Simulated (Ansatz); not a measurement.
B:
```cif
data_B12
_chemical_formula_sum 'B12'
_space_group_name_H-M_alt 'P 1'
_space_group_IT_number 1
_cell_length_a 4.98770
_cell_length_b 4.98770
_cell_length_c 4.98770
_cell_angle_alpha 58.061
_cell_angle_beta 58.061
_cell_angle_gamma 58.061
loop_
_space_group_symop_operation_xyz
  'x, y, z'
loop_
_atom_site_label
_atom_site_type_symbol
_atom_site_fract_x
_atom_site_fract_y
_atom_site_fract_z
_atom_site_occupancy
B1 B 0.01047 0.65430 0.01047 1
B2 B 0.98953 0.34570 0.98953 1
B3 B 0.01047 0.01047 0.65430 1
B4 B 0.98953 0.98953 0.34570 1
B5 B 0.65430 0.01047 0.01047 1
B6 B 0.34570 0.98953 0.98953 1
B7 B 0.22148 0.62999 0.22148 1
B8 B 0.77852 0.37001 0.77852 1
B9 B 0.22148 0.22148 0.62999 1
B10 B 0.77852 0.77852 0.37001 1
B11 B 0.62999 0.22148 0.22148 1
B12 B 0.37001 0.77852 0.77852 1
```

Relaxed with LDA.

### Question
Which orbitals make up the states near the band edges in LDA in the plane-wave PAW code Ansatz?

### Answer
Top 1 eV of the valence band: B 2p 94 %, B 2s 5 %. Bottom 1 eV of the conduction band: B 2p 81 %, B 2s 16 %. Projections are on Löwdin-orthogonalised atomic valence shells; empty p or d shells of many metals are not among them.

### Question
Tabulate the density of states.

### Answer
States/eV per cell of 12 atoms, in 0.25 eV bins, energy from the valence-band maximum.

```csv
E (eV),total,B 2p,B 2s
-7.86,2.40,1.86,0.51
-7.61,2.85,2.19,0.64
-7.36,2.73,2.10,0.60
-7.11,2.39,1.86,0.51
-6.86,3.42,2.70,0.69
-6.61,2.72,2.17,0.53
-6.36,2.77,2.22,0.53
-6.11,2.97,2.43,0.52
-5.86,3.28,2.74,0.52
-5.61,4.02,3.50,0.50
-5.36,3.77,3.36,0.38
-5.11,1.70,1.51,0.18
-4.86,1.22,1.09,0.12
-4.61,1.38,1.24,0.13
-4.36,2.46,2.18,0.26
-4.11,4.32,3.83,0.46
-3.86,5.77,5.21,0.53
-3.61,3.27,2.98,0.28
-3.36,4.82,4.39,0.41
-3.11,4.79,4.32,0.45
-2.86,3.39,3.07,0.30
-2.61,4.96,4.43,0.50
-2.36,4.37,3.97,0.37
-2.11,4.36,3.97,0.36
-1.86,6.70,6.18,0.48
-1.61,2.59,2.34,0.24
-1.36,2.12,1.92,0.19
-1.11,1.78,1.63,0.14
-0.86,1.54,1.44,0.10
-0.61,0.81,0.77,0.03
-0.36,0.16,0.15,0.00
-0.11,0.03,0.03,0.00
0.14,0.00,0.00,0.00
0.39,0.00,0.00,0.00
0.64,0.00,0.00,0.00
0.89,0.00,0.00,0.00
1.14,0.00,0.00,0.00
1.39,0.08,0.07,0.00
1.64,2.30,1.85,0.39
1.89,2.92,2.36,0.47
2.14,1.64,1.34,0.24
2.39,1.14,0.94,0.15
2.64,1.07,0.85,0.19
2.89,2.22,1.72,0.43
3.14,3.74,2.79,0.83
3.39,3.67,2.78,0.77
3.64,2.40,1.91,0.40
3.89,2.55,1.96,0.50
4.14,3.19,2.41,0.64
4.39,2.24,1.68,0.45
4.64,2.37,1.76,0.48
4.89,1.94,1.44,0.42
5.14,3.83,2.66,0.98
5.39,4.24,2.90,1.09
5.64,3.22,2.31,0.69
5.89,3.35,2.38,0.72
6.14,2.43,1.71,0.54
```

Space group R-3m (α-B12). Symmetry was held in the LDA relaxation.

Potentials: the earlier of the program's two PAW sets.
